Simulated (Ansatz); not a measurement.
Input, command and steps of an Ansatz relaxation.

```yaml
crystal:
  lattice:
    - [3.0361239222, 0.0, 0.0]
    - [-1.5180619611, 2.6293604457, 0.0]
    - [0.0, 0.0, 3.3845632349]
  atoms:
    - { symbol: B, position: [0.3333333333, 0.6666666667, 0.5] }
    - { symbol: B, position: [0.6666666667, 0.3333333333, 0.5] }
    - { symbol: W, position: [0.0, 0.0, 0.0] }
basis:
  ecutwfc: 500
kpoints:
  mp_grid: { grid: [18, 18, 12] }
hamiltonian:
  xc: r2scan
scf:
  occupations: { method: gaussian, width: 0.1 }
output:
  forces: true
  stress: true
  eigenvalues: true
relax:
  adjacent_minimum: "off"
  f_tol: 0.01
  max_steps: 30
  cell: { stress_tol: 0.1, fix: [volume] }
```

```bash
ansatz run input.yaml --threads 1 --pin off --max-ram 2560MiB --backend cpu --events-out ev --progress --plain --runs-dir out
```

The calculation used Ansatz 0.2.0, DFT r2SCAN, scalar-relativistic, plane waves, PAW.

The volume is held at 1.03 times that of the relaxed cell.

Of 4 frames 3 are shown, positions in Å and forces in eV/Å; the SCF threshold varies from step to step. Steps run on the plane waves of an earlier cell, with a Pulay correction in the pressure. The basis is chosen afresh for the last frame, the zero of the energies, and at times for earlier ones too; energy and pressure step there, also at an unchanged geometry.

```xyz
3
Lattice="3.0361 0.0000 0.0000 -1.5181 2.6294 0.0000 0.0000 0.0000 3.3846" Properties=species:S:1:pos:R:3:forces:R:3 pbc="T T T" step=1 free_energy_over_end_meV_per_atom=0.22 pressure_GPa=-9.43
B     0.0000    1.7529    1.6923    0.0000    0.0000    0.0000
B     1.5181    0.8765    1.6923    0.0000    0.0000    0.0000
W     0.0000    0.0000    0.0000    0.0000    0.0000    0.0000
3
Lattice="3.0322 0.0000 0.0000 -1.5161 2.6259 0.0000 0.0000 0.0000 3.3934" Properties=species:S:1:pos:R:3:forces:R:3 pbc="T T T" step=2 free_energy_over_end_meV_per_atom=0.07 pressure_GPa=-9.30
B     0.0000    1.7506    1.6967    0.0000    0.0000    0.0000
B     1.5161    0.8753    1.6967    0.0000    0.0000    0.0000
W     0.0000    0.0000    0.0000    0.0000    0.0000    0.0000
3
Lattice="3.0275 0.0000 0.0000 -1.5138 2.6219 0.0000 0.0000 0.0000 3.4038" Properties=species:S:1:pos:R:3:forces:R:3 pbc="T T T" step=4 free_energy_over_end_meV_per_atom=0.00 pressure_GPa=-9.15
B     0.0000    1.7479    1.7019    0.0000    0.0000    0.0000
B     1.5138    0.8740    1.7019    0.0000    0.0000    0.0000
W     0.0000    0.0000    0.0000    0.0000    0.0000    0.0000
```

Time: 54 s on 1 thread of Arm Neoverse V1 (shared host), peak memory 0.47 GiB.

Spin–orbit coupling is left out, which can shift energies with elements as heavy as these.